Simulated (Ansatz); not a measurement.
According to DFT-r²SCAN in the program Ansatz with PAW potentials, Li4MgNb6O18 in the trigonal phase (P3; Pearson symbol hP29) relaxes to a = 5.166 Å, c = 13.884 Å. Its formation energy from the elements is -2.80 eV/atom, with no fitted shifts.

It is gapped at this level: 3.72 eV (indirect). The screened hybrid HSE06 puts the gap at 4.73 eV. The electron mass is 1.3, 2.3, 2.5 mₑ (principal values).

Perturbation theory gives ε∞ = 5.03 (xx = yy), 4.79 (zz). Born charges are Li +1.11 to +1.13, Mg +2.27, Nb +6.42 to +7.39, O -2.81 to -2.64 e. Bader charges are Li +0.91, Mg +1.76, Nb +2.83 to +2.90, O -1.32 to -1.22 e.

The start of the workflow was typed in or built on a structure type; neither database checked (COD, Materials Project) lists it. Whether it is the stable phase at ambient conditions was not checked. Symmetry was held in the r²SCAN relaxation; its stability against distortions is not shown here. The run is not spin-polarised. The references are the lowest solids computed at this level, not always the standard phases (solids in place of the gases). Spin–orbit coupling is left out wherever it is not named.

Potentials: the later of the program's two PAW sets.
